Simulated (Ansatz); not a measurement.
# LaScCl6 (Fm-3m) at 2 levels of theory

One geometry, relaxed with PBE; plane waves with PAW potentials in Ansatz, scalar-relativistic. No spin polarisation. Gaps are the least over mesh and band path; pressure is positive in compression.

```cif
data_structure
_symmetry_space_group_name_H-M 'P 1'
_symmetry_Int_Tables_number 1
_cell_length_a 7.4756
_cell_length_b 7.4756
_cell_length_c 7.4756
_cell_angle_alpha 60.000
_cell_angle_beta 60.000
_cell_angle_gamma 60.000
_cell_volume 295.41
loop_
_atom_site_label
_atom_site_type_symbol
_atom_site_fract_x
_atom_site_fract_y
_atom_site_fract_z
_atom_site_occupancy
La1 La 0.00000 0.00000 0.00000 1
Sc1 Sc 0.50000 0.50000 0.50000 1
Cl1 Cl 0.26368 0.73632 0.73632 1
Cl2 Cl 0.73632 0.26368 0.26368 1
Cl3 Cl 0.73632 0.26368 0.73632 1
Cl4 Cl 0.26368 0.73632 0.26368 1
Cl5 Cl 0.73632 0.73632 0.26368 1
Cl6 Cl 0.26368 0.26368 0.73632 1
```

| level | cutoff (eV) | k mesh | gap (eV) | pressure (GPa) |
| --- | --- | --- | --- | --- |
| PBE | 420 | 4×4×4 | 3.34 | 0.0 |

Task: What comes out on the same cell with LDA?

Result:
```csv
level,cutoff (eV),k mesh,gap (eV),pressure (GPa)
LDA,420,4×4×4,3.17,-2.6
```

Spin-orbit coupling matters for the bands of heavy elements and is left out.

The structure comes from a generated guess; another structure or a mixture of phases may lie lower.
